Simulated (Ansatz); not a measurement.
Calculated ¹¹⁹Sn Mössbauer parameters for SnO under strain

Cell: a refined structure from the COD, relaxed with PBE at fixed cell and then changed (z stretched by 1 %, ions relaxed).

```
Sn O
1.0
     3.79860    0.00000    0.00000
     0.00000    3.79860    0.00000
     0.00000    0.00000    4.88921
Sn O
2 2
Cartesian
  1.8993 0.0000 1.1749
  0.0000 1.8993 3.7144
  0.0000 0.0000 0.0000
  1.8993 1.8993 0.0000
```

Sites (sets of like atoms) are named by element and the number of their first atom in this list.

Computed with Ansatz: DFT, PBE, plane waves and PAW, scalar-relativistic, 420 eV cutoff, Γ-centred 12×12×10 k-points, Fermi–Dirac smearing 0.05 eV.

Isomer shifts (against SnO₂) follow from the electron density at the nucleus, δ = α(ρ − ρ₀), with α = 0.099 mm s⁻¹ a₀³ and ρ₀ = 183191.44 a₀⁻³ from a line fitted to 8 measured compounds at this level of theory (rms miss 0.12 mm/s). ΔE_Q = ½eQV_zz(1 + η²/3)^½ with Q = -0.132 b for the 23.9 keV state.

Q: What would the ¹¹⁹Sn spectrum's parameters be?

A: 

```csv
site,atoms,first shell,ρ − ρ₀ (a₀⁻³),δ (mm/s),ΔE_Q (mm/s),η
Sn,"1, 2",4 O at 2.23 Å,27.3,2.69,1.48,0.00
```

The shift of Sn is typical of Sn(II), and the large splitting points to a stereochemically active lone pair.

With no gap above 0.1 eV, as in a metal, the gradients converge slowly in k; expect changes of a tenth or more on a denser mesh. Without spin–orbit coupling (the program notes it for Sn) the gradients can shift somewhat, as the gap is small. Semilocal functionals make gaps too small and can close them, so the real compound need not be a metal.

The relaxation (4 steps) took 31 s of wall time (31 s of CPU time) and 0.61 GiB at its peak, on 1 thread of Intel Xeon 6975P-C (Granite Rapids) (x86_64; 16 cores open to the job, memory cap 3.0 GiB, no GPU), a shared host with a load of 0.6 a core.
